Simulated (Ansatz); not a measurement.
Starting cell, NiSi₂ (fluorite type, space group Fm-3m):

```
CELL_PARAMETERS angstrom
      0.00000     2.72203     2.72203
      2.72203     0.00000     2.72203
      2.72203     2.72203     0.00000
ATOMIC_POSITIONS crystal
  Ni 0.00000 0.00000 0.00000
  Si 0.25000 0.25000 0.25000
  Si 0.75000 0.75000 0.75000
```

In this cell atom 2 (Si, nearest neighbour Ni at 2.357 Å; its periodic images, 3.8 Å or more away, move with it) is moved by u·(1.000, 0.000, 0.000) + v·(0.000, 1.000, 0.000); the rest is frozen.

Computed with PBE (plane waves to 420 eV, PAW, scalar-relativistic; Ansatz, a quantum-chemistry and plane-wave program). k mesh 12×12×12 (Γ-centred), Fermi-Dirac smearing 0.05 eV. Energies are smeared free energies. With partly filled bands, energies and forces of such displacements shift with the k mesh and the smearing. NiSi2 is run without spin polarisation. NiSi2 was relaxed with its symmetry unable to fall. The PAW data are Ansatz's earlier set. The last digit holds for this mesh only.

Changes of ΔE (eV/cell) from the point u = 0.000 Å, v = 0.000 Å when one coordinate moves alone (two changes are said to add if the coupling is within 5 % of the smaller one, nearly so within 20 %):

```
point                      change
-------------------------  ------
u = 0.000 Å, v = -0.350 Å  0.4767
u = 0.000 Å, v = -0.175 Å  0.1137
u = -0.350 Å, v = 0.000 Å  0.4767
u = -0.175 Å, v = 0.000 Å  0.1137
u = 0.175 Å, v = 0.000 Å   0.1137
u = 0.350 Å, v = 0.000 Å   0.4767
u = 0.000 Å, v = 0.175 Å   0.1137
u = 0.000 Å, v = 0.350 Å   0.4767
```

Do the two effects add at u = -0.175 Å, v = -0.350 Å? Give the computed change.

The sum of the single changes is 0.1137 + (0.4767) = 0.5904; the calculation gives 0.6110, so the coupling contributes 0.0206 (under 20 % of the smaller single change, nearly additive).

What is the change at u = -0.175 Å, v = -0.175 Å, where both move, and how far is it from the sum?

The sum of the single changes is 0.1137 + (0.1137) = 0.2274; the calculation gives 0.2347, so the coupling contributes 0.0073 (under 20 % of the smaller single change, nearly additive).

(For displaced atoms, the force is minus the slope of the energy, and its curvature is a force constant, which sets phonon frequencies.)
